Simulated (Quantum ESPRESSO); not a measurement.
pw.x input (Quantum ESPRESSO 7.5; PBEsol, PseudoDojo standard norm-conserving files, scalar-relativistic):

```
&CONTROL
  calculation = 'scf'
  pseudo_dir = './pseudo'
  outdir = './out'
  tprnfor = .true.
  tstress = .true.
/
&SYSTEM
  ibrav = 0
  nat = 4
  ntyp = 1
  ecutwfc = 82.0
  ecutrho = 328.0
  occupations = 'smearing'
  smearing = 'fd'
  degauss = 0.005
  nbnd = 12
/
&ELECTRONS
  conv_thr = 4e-10
/
ATOMIC_SPECIES
C 12.0110 C.upf
CELL_PARAMETERS angstrom
  2.467290079000   0.000000000000   0.000000000000
 -1.233645039000   2.136735887000   0.000000000000
  0.000000000000   0.000000000000   7.803070000000
ATOMIC_POSITIONS crystal
C   0.000000000000   0.000000000000   0.250000000000
C   0.000000000000   0.000000000000   0.750000000000
C   0.333333333000   0.666666667000   0.250000000000
C   0.666666667000   0.333333333000   0.750000000000
K_POINTS automatic
21 21 6 0 0 0
```

End of the output:

```
     total energy              =     -48.03914570 Ry
     estimated scf accuracy    <       0.00000055 Ry
     total energy              =     -48.03914586 Ry
     estimated scf accuracy    <       0.00000007 Ry
     total energy              =     -48.03914588 Ry
     estimated scf accuracy    <       0.00000001 Ry
[...]
     the Fermi energy is     5.3712 ev
!    total energy              =     -48.03914588 Ry
     estimated scf accuracy    <          1.0E-10 Ry
     smearing contrib. (-TS)   =      -0.00009157 Ry
     internal energy E=F+TS    =     -48.03905431 Ry
     The total energy is F=E-TS. E is the sum of the following terms:
     one-electron contribution =     -23.35391133 Ry
     hartree contribution      =      18.82181209 Ry
     xc contribution           =     -16.99484122 Ry
     ewald contribution        =     -26.51211385 Ry
     convergence has been achieved in   8 iterations
     Forces acting on atoms (cartesian axes, Ry/au):
     atom    1 type  1   force =     0.00000000   -0.00000000    0.00000000
     atom    2 type  1   force =     0.00000000    0.00000000    0.00000000
     atom    3 type  1   force =     0.00000000   -0.00000000    0.00000000
     atom    4 type  1   force =    -0.00000000    0.00000000    0.00000000
     Total force =     0.000000     Total SCF correction =     0.000000
     Computing stress (Cartesian axis) and pressure
          total   stress  (Ry/bohr**3)                   (kbar)     P=      -17.41
  -0.00016478   0.00000000   0.00000000          -24.24        0.00        0.00
   0.00000000  -0.00016478   0.00000000            0.00      -24.24        0.00
   0.00000000   0.00000000  -0.00002554            0.00        0.00       -3.76
```

Geometry of the Materials Project entry, not relaxed at this level.
